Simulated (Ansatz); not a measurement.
Relaxed-ion elastic tensor of KMgF3 (cubic perovskite, space group No. 221) in GPa (Voigt order), the program Ansatz at the PBEsol level (PAW); density 3.14 g/cm³, 12.72 Å³ per atom.

```
 138  39.5  39.5   0.0   0.0   0.0
39.5   138  39.5   0.0   0.0   0.0
39.5  39.5   138   0.0   0.0   0.0
 0.0   0.0   0.0  45.2   0.0   0.0
 0.0   0.0   0.0   0.0  45.2   0.0
 0.0   0.0   0.0   0.0   0.0  45.2
```

Is the crystal mechanically stable?

Yes: the smallest eigenvalue of C is 45.2 GPa.

Work out the Voigt, Reuss and Hill averages.

K_V = 72.3, K_R = 72.3, K_H = 72.3; G_V = 46.8, G_R = 46.7, G_H = 46.8 GPa.

Give Young's modulus, Poisson's ratio, Pugh's ratio and the universal anisotropy index.

E = 9KG/(3K + G) = 115 GPa; ν = 0.23; K/G = 1.55 (brittle by the Pugh limit of 1.75); A_U = 5G_V/G_R + K_V/K_R − 6 = 0.01.

Estimate the sound speeds and the Debye temperature.

v_l = √((K + 4G/3)/ρ) = 6550 m/s, v_t = √(G/ρ) = 3860 m/s, mean 4270 m/s; Θ = (h/k)(3n/4πV)^(1/3) v_m = 545 K.

Give the Zener ratio and Young's modulus along [100], [110] and [111].

A = 2C44/(C11 − C12) = 0.92; 1/E = S11 − 2(S11 − S12 − S44/2)Γ with Γ = 0, 1/4, 1/3 gives 120, 114, 112 GPa.

Solve the Christoffel equation for the three sound speeds along [100], [110], [111].

Eigenvalues of C_ijkl n_j n_l equal ρv². In km/s, slowest first: [100] 3.79, 3.79, 6.63; [110] 3.79, 3.96, 6.53; [111] 3.90, 3.90, 6.49.

Space group Pm-3m (cubic perovskite). The PBEsol relaxation kept the symmetry of its start; phonons on a q-mesh show no instability.

Potentials: the later of the program's two PAW sets.
